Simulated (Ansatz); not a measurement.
## AlTlCl4 — 35Cl nuclear quadrupole resonance

Cell: a Materials Project structure (computed, not necessarily an observed phase), taken as it stands.

Space group Pnma (No. 62); a = 10.8047, b = 7.0311, c = 9.3074 Å.

| site | Wyckoff | site symmetry | x | y | z |
| --- | --- | --- | --- | --- | --- |
| Al | 4c | .m. | 0.4353 | 0.2500 | 0.3139 |
| Tl | 4c | .m. | 0.6882 | 0.7500 | 0.1893 |
| Cl9 | 8d | 1 | 0.4256 | 0.4971 | 0.1788 |
| Cl10 | 4c | .m. | 0.2783 | 0.2500 | 0.4536 |
| Cl16 | 4c | .m. | 0.8928 | 0.7500 | 0.9269 |

One atom of each set is listed.

All values are calculated (Ansatz; DFT, PBE, plane waves and PAW, scalar-relativistic, 420 eV cutoff, Γ-centred 3×4×3 k-points, Fermi–Dirac smearing 0.02 eV), not measured.

35Cl: I = 3/2, Q = -81.12 mb (year-2017 value). Static lattice, zero field.

(1) At which frequencies do the 35Cl NQR lines lie?

(2) And for 37Cl (I = 3/2, Q = -63.93 mb) on Cl16?

Results:

(1) For I = 3/2 there is one line, ν = (|C_Q|/2)(1 + η²/3)^½.

```
site  atoms  V_zz (10²¹ V/m²)  C_Q (MHz)     η  line frequencies (MHz)
 Cl9      8             10.77      -21.1  0.18                    10.6
Cl10      4             11.48      -22.5  0.15                    11.3
Cl16      4             13.27      -26.0  0.03                    13.0
```

(2) C_Q scales with Q to -20.5 MHz, with lines at 10.3 MHz.

At Cl9, Cl10 and Cl16 V_zz points along its bond to Al (within 2°) in each case.
